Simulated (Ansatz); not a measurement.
All numbers below come from Ansatz 0.2.0, DFT PBE, scalar-relativistic, plane waves, PAW. All cells share a 420 eV cutoff and Γ-centred k meshes spaced at most about 0.3 Å⁻¹ (about 0.25 or finer for metals, 2π included). No spin polarisation in the final relaxations.

Temperature and zero-point effects are left out.

Two relaxed structures of LiBPt:

1.

```
CELL_PARAMETERS angstrom
3.51249 0.00000 0.00000
-1.75624 3.04190 0.00000
0.00000 0.00000 3.92703
ATOMIC_POSITIONS crystal
Li 0.00000 0.00000 0.00000
B 0.66667 0.33333 0.50000
Pt 0.33333 0.66667 0.50000
```

2.

```
CELL_PARAMETERS angstrom
3.47891 0.00000 0.00000
-1.73945 3.01282 0.00000
0.00000 0.00000 4.58452
ATOMIC_POSITIONS crystal
Li 0.33333 0.66667 0.00000
B 0.33333 0.66667 0.50000
Pt 0.00000 0.00000 0.50000
```

Problem. Which is lower in energy, and by how much?

Solution. Cell 1 is lower, by 122 meV/atom. Cell 1 has space group P-6m2 (No. 187), 14.0 Å³/atom and no gap on its mesh; cell 2 has space group P-6m2 (No. 187), 16.0 Å³/atom and no gap. Counting B atoms around Li and Pt (those within 1.25 times the shortest such distance or 1.15 times the sum of covalent radii; the shortest distance is added where it is long for a bond), cell 1 has Li 6 from 2.8 Å, Pt 3 and cell 2 has Li 2, Pt 3. The denser one is the lower, and pressure would at first widen the difference. In cell 1, around Li lie 6 B at 2.82 Å and 6 Pt at 2.82 Å; B is surrounded by 3 Pt at 2.03 Å and 6 Li at 2.82 Å; Pt is surrounded by 3 B at 2.03 Å and 6 Li at 2.82 Å. In cell 2, Li is surrounded by 2 B at 2.29 Å; around B lie 3 Pt at 2.01 Å and 2 Li at 2.29 Å; Pt is surrounded by 3 B at 2.01 Å. Both come from invented guesses.

Spin–orbit coupling, which can matter for Pt, is left out. Cells relaxed within their symmetry can be saddle points.
